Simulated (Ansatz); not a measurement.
PtSe2:
```yaml
crystal:
  lattice:
    - [3.67276, 0.00000, 0.00000]
    - [-1.83638, 3.18071, 0.00000]
    - [0.00000, 0.00000, 31.00000]
  atoms:
    - { symbol: Se, position: [0.66667, 0.33333, 0.54165] }
    - { symbol: Pt, position: [0.00000, 0.00000, 0.50000] }
    - { symbol: Se, position: [0.33333, 0.66667, 0.45835] }
```
The layer is periodic in x and y and isolated along z.

Relaxed with LDA.

Task: All from the program Ansatz at the LDA level (PAW), unless another level is named. Give the ionisation potential (Kohn–Sham).

Result: 5.90 eV.

Task: And the electron effective mass, in the valley on the Γ–M line, 46 % of the way from Γ?

Result: 0.42 along x, 0.19 along y (mₑ).

Task: Predict the electron affinity (Kohn–Sham).

Result: 4.54 eV.

Space group P-3m1 (1T). A layer that has been made, often on a substrate. Symmetry was held in the LDA relaxation; its stability against distortions is not shown here. The run is not spin-polarised. Scalar-relativistic: spin–orbit coupling is off unless named, which matters more the heavier the elements.

Potentials: the later of the program's two PAW sets.

Edges and masses are those of Kohn–Sham bands, whose gap is no quasiparticle gap.
